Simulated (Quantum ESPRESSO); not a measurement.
**Electric field gradients in Hf**

```
Hf
1.0
    3.19238     0.00000     0.00000
   -1.59619     2.76468     0.00000
    0.00000     0.00000     5.04504
Hf
2
Direct
  0.33333   0.66667   0.25000
  0.66667   0.33333   0.75000
```
The geometry is a computed Materials Project entry, not a measured one. It is Hf in P6₃/mmc. Stability against distortions was not tested. The run has no spin polarisation.

Principal values are ordered |Vxx| ≤ |Vyy| ≤ |Vzz|, η = (Vxx − Vyy)/Vzz, and C_Q = eQVzz/h is given by its size. Cores are frozen. Hf had no test against all-electron runs. Spin–orbit coupling is left out, a limit on Hf. This crystal comes out metallic or nearly gapless here; its field gradients are sensitive to mesh and smearing.

Quadrupole moments taken as inputs (sizes, barn, from the tables of PySCF and pymatgen): ¹⁷⁷Hf 3.37.

Question: What do the calculations give at each independent site (field gradients by a PBE PAW density (pw.x of a modified build of Quantum ESPRESSO, JTH datasets) with the all-electron reconstruction of Petrilli and co-workers, 20 Ha, k-mesh 14×14×8 through Γ)?

Answer: 
```tsv
site	site symmetry	Vzz (10²¹ V/m²)	η_Q	∣C_Q∣ (MHz)
Hf (atoms 1, 2)	-6m2	8.91	0.00	726 (¹⁷⁷Hf)
```
